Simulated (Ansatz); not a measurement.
Consider the following.

Zr$_{2}$TlC:
```yaml
crystal:
  lattice:
    - [3.37991, 0.00000, 0.00000]
    - [-1.68995, 2.92709, 0.00000]
    - [0.00000, 0.00000, 15.00363]
  atoms:
    - { symbol: Zr, position: [0.33333, 0.66667, 0.58184] }
    - { symbol: Zr, position: [0.66667, 0.33333, 0.41816] }
    - { symbol: Zr, position: [0.66667, 0.33333, 0.08184] }
    - { symbol: Zr, position: [0.33333, 0.66667, 0.91816] }
    - { symbol: Tl, position: [0.33333, 0.66667, 0.25000] }
    - { symbol: Tl, position: [0.66667, 0.33333, 0.75000] }
    - { symbol: C, position: [0.00000, 0.00000, 0.00000] }
    - { symbol: C, position: [0.00000, 0.00000, 0.50000] }
```

This is the r²SCAN-relaxed structure. x, y and z are the axes in which the lattice vectors are written.

Task: All from the program Ansatz at the r²SCAN level (PAW), unless another level is named. Estimate the highest zone-centre frequency.

Result: 563 cm⁻¹.

Task: Next, the Poisson's ratio?

Result: 0.23.

Task: What about the elastic constants (relaxed ions, GPa)?

Result: C11 = 261, C12 = 69.2, C13 = 60.5, C33 = 224, C44 = 67.2.

Space group P6_3/mmc. The first step of the workflow began from a Materials Project structure, measured or hypothetical; the Crystallography Open Database copy checked does not list it. Its standing as an ambient phase is unchecked. The cell was relaxed with r²SCAN under the symmetry of its start; its stability against distortions is not shown here. No spin polarisation was allowed. As this level gives no gap, shear constants depend on the k-mesh and smearing (Fermi–Dirac, 0.1 eV here). As this level gives no gap, phonon frequencies hold no LO–TO term and depend on the k-mesh and smearing (Fermi–Dirac, 0.1 eV here). Spin–orbit coupling is left out wherever it is not named.

Potentials: the earlier of the program's two PAW sets. The files were generated under PBE; for other functionals the program regenerates the frozen cores, and for LDA and PBEsol the local potential too.
